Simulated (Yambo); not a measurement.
```
CELL_PARAMETERS angstrom
      0.00000     2.72185     2.72185
      2.72185     0.00000     2.72185
      2.72185     2.72185     0.00000
ATOMIC_POSITIONS crystal
  Si 0.75000 0.75000 0.75000
  Si 0.50000 0.50000 0.50000
```

Si (diamond, space group Fd-3m, No. 227): mean Im ε in 1 eV windows above the direct gap of 3.24 eV, for different electron-hole kernels (Yambo, broadening 0.15 eV, PBE (pw.x of Quantum ESPRESSO, ONCV potentials, no spin-orbit coupling) bands; 10×10×10 mesh, 3 valence and 4 conduction bands, static screening with 18 bands and a 4 Ry block, scissor 0.69 eV, Tamm-Dancoff; field along x).

```csv
window (eV),independent quasiparticles,RPA (no attraction),BSE
3.2 to 4.2,21,17,35
4.2 to 5.2,25,23,17
5.2 to 6.2,17,17,9.4
6.2 to 7.2,5.1,6.6,3.3
```

This run doesn't resolve bound excitons or single peaks, so only averages are given, and they too depend on the mesh; weight that the attraction moves below the gap isn't listed. All transitions below 7.49 eV are in the band window. The scissor comes from a G0W0 run whose convergence isn't established.

Geometry of the Materials Project entry, not relaxed at this level.
